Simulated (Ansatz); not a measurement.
LiTlTe₂ as one 4-atom ordering (P-4m2) on the zincblende lattice, relaxed with r2SCAN, was run in Ansatz under altered settings. All numbers are computed, without spin polarisation but where a row says otherwise.

```xyz
4
Lattice="4.5980 0.0000 0.0000 0.0000 4.5980 0.0000 0.0000 0.0000 6.4735" Properties=species:S:1:pos:R:3 pbc="T T T"
Li    0.0000    0.0000    0.0000
Te    0.0000    2.2990    1.4948
Tl    2.2990    2.2990    3.2367
Te    2.2990    0.0000    4.9786
```

The base run's other keys:
```yaml
kpoints:
  mp_grid: { grid: [4, 4, 2] }
hamiltonian:
  xc: hse06
scf:
  occupations: { method: fixed }
  n_extra_bands: 5
```

It takes 18 iterations with 2701 plane waves at 420 eV and 12 k points, and leaves a mean stress of -0.34 GPa. The gap over this mesh is 0.758 eV. It ran on 4 threads of Arm Neoverse N1, with other jobs on the host.

Outcomes, with energy and stress as changes against the base:
```csv
setting,outcome,ΔF (meV/atom),Δ mean stress (GPa),gap on the mesh (eV),iterations,wall time
"PBE hybrid, exx coeff 0.05, omega 0.2078 1/Å",converged,–,+1.0,0.274,12,39 s
hamiltonian.xc: lc_wpbe,converged,–,-2.4,4.832,22,63 s
scf.occupations: gaussian 0.001,converged,0.0,0.0,0.758,19,49 s
```
A dash marks a value that wasn't obtained or can't be compared. Stress is positive in compression. The base took 48 s. The base's mesh is coarse for a hybrid, so its own values aren't converged.

- PBE hybrid, exx coeff 0.05, omega 0.2078 1/Å. That is 5 % exact exchange, screened with ω = 0.2078 1/Å, against HSE06's 25 % screened at 0.208 1/Å. The mean stress moves by +1.0 GPa and the gap on the mesh by -0.484 eV (to 0.274). Totals of different functionals aren't comparable.
- hamiltonian.xc: lc_wpbe. The mean stress moves by -2.4 GPa and the gap on the mesh by +4.074 eV (to 4.832). It's another functional on the same cell, so totals aren't comparable.

Within 1 meV an atom, 0.1 GPa and 0.005 eV of the base stay: scf.occupations: gaussian 0.001.

Spin-orbit coupling is left out; in compounds of Pb, Bi, Tl or Hg it can lower a gap by up to about 1 eV, split its edges or invert the bands.

The program warns that its thresholds are loose for a hybrid's stress.

The meshes of the hybrids are coarse, so their gaps aren't converged to the digits shown.
